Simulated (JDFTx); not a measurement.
Pt(110) slab cut from bulk Pt (space group Fm-3m, indices of the conventional cell, lattice of the Materials Project entry mp-126, not re-optimised): 5 atoms in 5 planes, a 1x1 cell of 10.99 Å² (|a| = 3.943, |b| = 2.788 Å), 5.6 Å between the outermost planes, cell height 21.6 Å, 6×8×1 k mesh, Fermi smearing 0.01 Ha, no spin polarisation.

Reference level: PBE, GBRV ultrasoft potentials, plane waves to 20/100 Ha, in JDFTx (a modified build). Unrelaxed; liquid: CANDLE, water, 1 M NaF. The reference uses energyDiffThreshold 1e-8 (1e-7 at fixed potential) and fluid knormThreshold 1e-11; each other row changes one option in all its runs. The electron chemical potential μ is absolute (zero in the bulk liquid) and is turned into a potential by U = −μ/e − 4.44 V vs SHE, a convention.

Options: reference; energyDiffThreshold 1e-5; energyDiffThreshold 1e-6; energyDiffThreshold 1e-10; fluid knormThreshold 1e-9; fluid knormThreshold 1e-10; fluid knormThreshold 1e-12.

Which options move the work function or U_pzc by more than 0.02 from the reference?

energyDiffThreshold 1e-5.

```
option                      F − F(reference), vacuum (meV/cell)  work function (eV)  U_pzc (V)
--------------------------  -----------------------------------  ------------------  ---------
reference                                                   0.0               5.272      0.551
energyDiffThreshold 1e-5                                    0.1               5.461      0.578
energyDiffThreshold 1e-6                                    0.0               5.287      0.554
energyDiffThreshold 1e-10                                   0.0               5.272      0.552
fluid knormThreshold 1e-9                                   0.0               5.272          –
fluid knormThreshold 1e-10                                  0.0               5.272      0.551
fluid knormThreshold 1e-12                                  0.0               5.272      0.552
```

A dash marks a run that didn't converge or wasn't made; the third decimal is shown to expose solver noise and isn't converged.
